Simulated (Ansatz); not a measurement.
Relaxation of a relaxed Nb cell displaced along its unstable phonon at q = (½, 0, 0) of its primitive reciprocal cell (123i cm⁻¹), largest move 0.15 Å; 2 atoms in the cell, which starts as P2/c (No. 13), mP2; a = 2.7862 Å, b = 2.6970 Å, c = 5.5724 Å, α = 90.00°, β = 116.79°, γ = 90.00°. These are PBEsol (plane waves to 420 eV, PAW, scalar-relativistic; Ansatz, a first-principles code) values and carry that method's errors. Γ-centred k-mesh 7×13×12 on the run's cell (coarser than for final values), Fermi–Dirac smearing 0.05 eV. This is the first round of the run. 

The optimiser's lines from the output (shortened; P is positive under compression):

```
relax step   1: F+E_penalty+E_count = -8989.72964420 eV  Δ(F+E_penalty+E_count) = +0.000e0 eV  max|allowed force component| = 6.820e-1 eV/Å  Δτ_max = 0.0000 Å  P = -0.643 GPa  Ω = 37.379 Å³  (6 SCF iters, dr2 threshold 1.00e-7 eV, accepted)
relax step   2: F+E_penalty+E_count = -8990.10642571 eV  Δ(F+E_penalty+E_count) = -3.768e-1 eV  max|allowed force component| = 1.084e0 eV/Å  Δτ_max = 0.1952 Å  P = -1.524 GPa  Ω = 36.871 Å³  (6 SCF iters, dr2 threshold 2.00e-7 eV, accepted)
relax step   3: F+E_penalty+E_count = -8990.49344922 eV  Δ(F+E_penalty+E_count) = -3.870e-1 eV  max|allowed force component| = 6.974e-1 eV/Å  Δτ_max = 0.1950 Å  P = -0.991 GPa  Ω = 36.056 Å³  (6 SCF iters, dr2 threshold 2.00e-7 eV, accepted)
relax step   4: F+E_penalty+E_count = -8990.58297307 eV  Δ(F+E_penalty+E_count) = -8.952e-2 eV  max|allowed force component| = 3.572e-1 eV/Å  Δτ_max = 0.1950 Å  P = +1.259 GPa  Ω = 35.489 Å³  (6 SCF iters, dr2 threshold 2.00e-7 eV, accepted)
relax step   5: F+E_penalty+E_count = -8990.61012223 eV  Δ(F+E_penalty+E_count) = -2.715e-2 eV  max|allowed force component| = 1.119e-3 eV/Å  Δτ_max = 0.0611 Å  P = -0.167 GPa  Ω = 35.729 Å³  (6 SCF iters, dr2 threshold 2.00e-7 eV, accepted)
relax step   6: F+E_penalty+E_count = -8990.61123095 eV  Δ(F+E_penalty+E_count) = -1.109e-3 eV  max|allowed force component| = 2.343e-4 eV/Å  Δτ_max = 0.0002 Å  P = -0.050 GPa  Ω = 35.710 Å³  (6 SCF iters, dr2 threshold 2.00e-7 eV, accepted)
relax step   7: F+E_penalty+E_count = -8990.61148224 eV  Δ(F+E_penalty+E_count) = -2.513e-4 eV  max|allowed force component| = 1.021e-4 eV/Å  Δτ_max = 0.0000 Å  P = -0.050 GPa  Ω = 35.704 Å³  (6 SCF iters, dr2 threshold 2.00e-7 eV, accepted)
relax step   8: F+E_penalty+E_count = -8990.61149291 eV  Δ(F+E_penalty+E_count) = -1.067e-5 eV  max|allowed force component| = 1.475e-5 eV/Å  Δτ_max = 0.0000 Å  P = +0.001 GPa  Ω = 35.692 Å³  (7 SCF iters, dr2 threshold 3.39e-8 eV, accepted)
relax step   9: F+E_penalty+E_count = -8990.61130729 eV  Δ(F+E_penalty+E_count) = +1.856e-4 eV  max|allowed force component| = 1.476e-5 eV/Å  Δτ_max = 0.0000 Å  P = +0.000 GPa  Ω = 35.692 Å³  stress off target by 9.55e-3 GPa  SCF on the basis re-selected at this cell (its energy is not comparable with the rows above)  (9 SCF iters)
```

From the first to the last row the energy changes by -0.44 eV/atom and the volume by -4.5 %. The last row is marked as not comparable with the walk above it, whose basis was carried along; it does compare with step 1, since both stand on a basis selected at the nominal cutoff for their own cell.

Later rounds, restarted from the end of this one on a renewed k-mesh, logged 9 more steps and released under 0.01 eV/atom more. The final structure after all rounds: I4/mmm (No. 139), tI2; a = b = 2.711 Å, c = 4.855 Å, α = β = γ = 90.00°. Between re-selections the logged energies stand on a plane-wave basis carried along with the cell. No spin polarisation in the result.

The run could not lose the symmetry of its start: the end is stationary, and may be a saddle point rather than a minimum.

The relaxed structure here is a generated cell of Nb: the first start was made by placing the elements on the sites of a structure type, and the end was not matched to a known phase here, so it may be hypothetical. Known forms of Nb include space group No. 229.
